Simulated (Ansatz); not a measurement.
input.yaml

```yaml
crystal:
  lattice:
    - [2.6066285928, 0.0, 0.0]
    - [-1.3033142964, 2.2574065796, 0.0]
    - [0.0, 0.0, 6.9415964661]
  atoms:
    - { symbol: Li, position: [0.0, 0.0, 0.5] }
    - { symbol: B, position: [0.33333333, 0.66666667, 0.7357946983] }
    - { symbol: B, position: [0.66666667, 0.33333333, 0.2642053017] }
    - { symbol: C, position: [0.33333333, 0.66666667, 0.240987977] }
    - { symbol: C, position: [0.66666667, 0.33333333, 0.759012023] }
basis:
  ecutwfc: 420
kpoints:
  mp_grid: { grid: [15, 15, 6] }
hamiltonian:
  xc: pbe
scf:
  occupations: { method: gaussian, width: 0.1 }
output:
  forces: true
  stress: true
  eigenvalues: true
```

Command:
```bash
ansatz run input.yaml --threads 1 --pin off --max-ram 1331MiB --backend cpu --events-out ev --progress --plain --runs-dir out
```

All numbers below come from Ansatz, DFT PBE, scalar-relativistic, plane waves, PAW.

Part of what the program printed, abridged (iterations and final results):

```
SCF iter   1: F=—  HF=-1017.502598 eV  |F-HF|=—  |Δ(HF+E_count)|=         —  Δρ=6.64e-3  dr2=2.10e-2  ethr=1.77e-3  ⟨swp⟩=5.7  Hψ=12266  notcnv=0
SCF iter   2: F=—  HF=-1017.500259 eV  |F-HF|=—  |Δ(HF+E_count)|=   2.34e-3  Δρ=3.72e-3  dr2=1.10e-2  ethr=1.24e-4  ⟨swp⟩=1.0  Hψ=3212  notcnv=0
SCF iter   3: F=—  HF=-1017.499852 eV  |F-HF|=—  |Δ(HF+E_count)|=   4.07e-4  Δρ=2.14e-3  dr2=7.67e-3  ethr=6.47e-5  ⟨swp⟩=2.0  Hψ=3021  notcnv=0
SCF iter   4: F=—  HF=-1017.498231 eV  |F-HF|=—  |Δ(HF+E_count)|=   1.62e-3  Δρ=5.47e-4  dr2=8.12e-5  ethr=4.51e-5  ⟨swp⟩=2.1  Hψ=2310  notcnv=0
SCF iter   5: F=—  HF=-1017.498267 eV  |F-HF|=—  |Δ(HF+E_count)|=   3.63e-5  Δρ=1.01e-4  dr2=3.95e-6  ethr=4.78e-7  ⟨swp⟩=2.4  Hψ=2831  notcnv=0  defer=2
SCF iter   6: F=—  HF=-1017.498272 eV  |F-HF|=—  |Δ(HF+E_count)|=   4.15e-6  Δρ=1.30e-5  dr2=1.14e-7  ethr=2.32e-8  ⟨swp⟩=2.3  Hψ=2820  notcnv=0  defer=2
SCF iter   7: F=-1017.498272 eV  HF=-1017.498272 eV  |F-HF|=1.68e-9  |Δ(HF+E_count)|=   1.25e-7  Δρ=2.09e-6  dr2=2.40e-9  ethr=5.88e-10  ⟨swp⟩=8.7  Hψ=9799  notcnv=0
SCF 1 converged in 7 iterations: F = -1017.498272 eV  dr2 = 2.40e-9
SCF converged after 7 iterations
Free energy (F): -1017.498272 eV
Harris-Foulkes:  -1017.498272 eV  (|F-HF|=1.68e-9)
Internal energy: -1017.491879 eV  (E = F + TS)
E sigma→0 (E₀):  -1017.495076 eV
Entropy (-TS):   -0.006392 eV (-1.278 meV/atom)
Fermi energy:    5.842005 eV
--- Per-component energies (eV) ---
  E_band       = -77.519647
  E_kinetic    = 308.070908
  E_local      = -506.803501  (includes V_loc(G=0)·N_el)
  E_nonlocal   = 48.138965
  E_hartree    = 158.717659
  E_xc         = -173.963361
  E_vxc        = -212.724737  (∫ρ·V_xc dr)
  E_paw        = -377.099419  (= ΣΔE_a)
  E_vpaw       = -31.636793  (= ΣTr[D̂ρ^β])
  E_aug_tail   = 0.000014  (compensation charges beyond the density's cutoff)
  E_ewald      = -474.553145
  E_smearing   = -0.006392  (= −TS)
--- Forces (eV/Å), atoms counted from 1 ---
  atom   1  Li     0.00000000     0.00000000     0.00000000
  atom   2  B      0.00000000     0.00000000     2.71915199
  atom   3  B      0.00000000     0.00000000    -2.71915199
  atom   4  C      0.00000000     0.00000000     2.39052612
  atom   5  C      0.00000000     0.00000000    -2.39052612
--- Stress (GPa, compression-positive) ---
       33.278568       0.000000       0.000000
        0.000000      33.278568       0.000000
        0.000000       0.000000       2.849825
  P = ⅓ Tr σ = 23.1357 GPa (231.357 kbar)
--- Band table (eV; the first three rows and the last of 146) ---
  k-point 0: bands = ["-39.2762", "-8.7985", "-8.5252", "-0.0811", "1.9221", "6.5580", "6.5580", "6.6294", "6.6294", "10.4152", "16.2952", "16.2952", "16.7344", "16.7364"]
  k-point 1: bands = ["-39.2762", "-8.7817", "-8.5449", "0.0280", "1.7502", "6.5619", "6.5619", "6.6254", "6.6254", "10.7329", "15.9447", "16.3058", "16.3058", "16.7236"]
  k-point 2: bands = ["-39.2762", "-8.7349", "-8.5976", "0.3373", "1.3230", "6.5723", "6.5723", "6.6154", "6.6154", "11.5630", "14.6486", "16.3295", "16.3295", "16.6955"]
  k-point 145: bands = ["-39.1887", "-3.8412", "-3.8412", "-0.7329", "-0.5649", "-0.5387", "-0.5387", "6.3760", "6.3760", "8.2865", "8.2865", "15.5384", "17.2419", "17.3083"]
```

The calculation finished and met its thresholds.

The cell holds layers, and where no dispersion correction was added their binding is poorly described.